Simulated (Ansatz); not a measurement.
The relaxed structure here is a generated cell of CsPbCl3: the first start was made by placing the elements on the sites of a structure type, and the end was not matched to a known phase here, so it may be hypothetical. Known forms of CsPbCl3 include space group No. 221.

A relaxed cell of CsPbCl3 (R-3c (No. 167)), relaxed on a k-mesh at least as fine as the one used below. The numbers are results of r2SCAN (plane waves to 500 eV, PAW, scalar-relativistic; Ansatz, a first-principles code), not measurements. Γ-centred k-mesh 4×4×4 on the run's cell (coarser than for final values), Fermi–Dirac smearing 0.05 eV.

```xyz
10
Lattice="4.0349 2.3295 6.3519 -4.0349 2.3295 6.3519 0.0000 -4.6591 6.3519" Properties=species:S:1:pos:R:3 pbc="T T T"
Cs     0.0000     0.0000     4.7639
Cs     0.0000     0.0000    14.2917
Pb     0.0000     0.0000     0.0000
Pb     0.0000     0.0000     9.5278
Cl    -0.4899     2.3295    11.1158
Cl    -1.7725    -1.5890    11.1158
Cl     2.2624    -0.7405    11.1158
Cl     0.4899    -2.3295     7.9398
Cl     1.7725     1.5890     7.9398
Cl    -2.2624     0.7405     7.9398
```

The atoms are displaced by (Å):

```
atom      ux      uy      uz
----  ------  ------  ------
Cs1    0.016  -0.039   0.124
Cs2    0.057   0.030  -0.153
Pb3    0.010  -0.066   0.111
Pb4    0.131   0.038   0.154
Cl5    0.062   0.077   0.097
Cl6    0.046  -0.073   0.056
Cl7   -0.044  -0.008   0.023
Cl8    0.160  -0.030  -0.051
Cl9   -0.043   0.037   0.038
Cl10  -0.017   0.162  -0.068
```

Problem. What forces (eV/Å) and pressure result?

Solution. 
```csv
atom,Fx,Fy,Fz
Cs1,0.04,0.03,0.00
Cs2,0.01,0.00,0.10
Pb3,0.04,0.59,-0.23
Pb4,-0.47,-0.22,-0.39
Cl5,-0.05,-0.51,-0.30
Cl6,0.05,0.12,-0.10
Cl7,0.08,0.10,0.05
Cl8,-0.11,0.42,0.28
Cl9,-0.03,-0.07,0.11
Cl10,0.44,-0.46,0.49
```

Pressure +0.5 GPa.

Problem. Estimate the energy cost of the displacement in the harmonic approximation and compare with the calculation.

Solution. For a harmonic well ΔE = −½ Σ F·u = 0.227 eV a cell, or 23 meV/atom. The calculated energy relative to the undisplaced cell is +0.021 eV/atom, so the harmonic estimate holds well.

The undisplaced cell is probably no minimum: from this displacement the run went on to P-1 (No. 2), 0.002 eV/atom below it.

No spin polarisation in the result.
